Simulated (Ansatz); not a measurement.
Values for one crystal, relaxed and computed with the program Ansatz at the PBEsol level (PAW); other levels are named.

- Volume per atom = 39.94 Å³
- Band gap = 4.36 eV (indirect)
- Electron effective mass = 0.35, 0.35, 0.37 mₑ (principal values)
- Bulk modulus (Birch–Murnaghan fit) = 16.1 GPa
- Hole effective mass with spin–orbit coupling = 2.0, 2.4, 5.4 mₑ (principal values)
- Gap with spin–orbit coupling = 4.30 eV
- Electron effective mass with spin–orbit coupling = 0.35, 0.35, 0.37 mₑ (principal values)

Which compound is it?
A. BP, zinc blende
B. Cs2CaBr4, I4/mmm (Cs on 4e, Ca on 2a, Br on 4e, Br on 4c)
C. Ag3P11, Cm (Pearson symbol mS28)
D. SrCeN2, R-3m (N on 6c, Ce on 3b, Sr on 3a)

B, Cs2CaBr4, I4/mmm (Cs on 4e, Ca on 2a, Br on 4e, Br on 4c)

The workflow started from a Materials Project entry (that database holds measured and hypothetical structures alike); the Crystallography Open Database copy checked does not list it. Its standing as an ambient phase is unchecked. The PBEsol relaxation kept the symmetry of its start; its stability against distortions is not shown here. Scalar-relativistic: spin–orbit coupling is off unless named, which matters more the heavier the elements.

Potentials: the later of the program's two PAW sets.
